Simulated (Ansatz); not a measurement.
## Calculated ³³S NMR of the central transition for Sn2S3

Cell: a COD entry whose atoms were relaxed with PBE, the cell held.

Space group Pnma (No. 62); a = 8.8640, b = 3.7470, c = 14.0200 Å.

```csv
site,Wyckoff,site symmetry,x,y,z
Sn1,4c,.m.,0.1663,0.2500,0.9478
Sn5,4c,.m.,0.4902,0.7500,0.8303
S9,4c,.m.,0.2891,0.2500,0.7857
S13,4c,.m.,0.9806,0.7500,0.8919
S17,4c,.m.,0.3426,0.7500,0.0059
```

One atom of each set is listed.

Method: Kohn–Sham DFT in Ansatz, PBE, plane waves and PAW, with spin–orbit coupling, 420 eV cutoff, Γ-centred 4×9×3 k-points, Fermi–Dirac smearing 0.02 eV.

³³S has I = 3/2 and Q = -69.40 mb (Pyykkö 2018); at 9.4 T its Larmor frequency is ν₀ = 30.8 MHz. Only the quadrupole interaction is simulated: positions count from each site's isotropic chemical shift, and shift anisotropy, dipolar and J coupling are left out.

Simulated pattern of one S site (static powder, Gaussian broadening 6 kHz):

offset (kHz), height and a bar:
```
   -153.2          0 
   -142.8         17 #####
   -132.4         50 ###############
   -122.0         53 ################
   -111.6         58 #################
   -101.3         64 ###################
    -90.9         72 ######################
    -80.5         93 ############################
    -70.1        100 ##############################
    -59.7         76 #######################
    -49.3         68 ####################
    -38.9         64 ###################
    -28.5         61 ##################
    -18.1         60 ##################
     -7.7         60 ##################
      2.7         54 ################
     13.1         50 ###############
     23.5         55 #################
     33.8         66 ####################
     44.2        100 ##############################
     54.6         78 #######################
     65.0         52 ###############
     75.4         17 #####
     85.8          0
```

**Question.** Which |C_Q| and η does the pattern imply?

**Answer.** The pattern spans 215 kHz before broadening and its centre of gravity is at -33.4 kHz, which fixes P_Q; the places of the horns and steps fix η. That gives P_Q = 6.41 MHz, |C_Q| = 6.31 MHz and η = 0.31, the values that the calculation gives site S13 (4 Sn at 2.60–3.12 Å). The other sites have |C_Q| = 8.83, 9.39 MHz. The sign of C_Q can't be read from the pattern.

With ν_Q/ν₀ up to 0.15, terms beyond second order are no longer negligible.

The run took 9.4 min of wall time (37 min of CPU time) and 6.5 GiB at its peak, on 4 threads of Arm Neoverse V1 (aarch64; 8 cores open to the job, memory cap 8.0 GiB, no GPU), a shared host with a load of 0.7 a core.
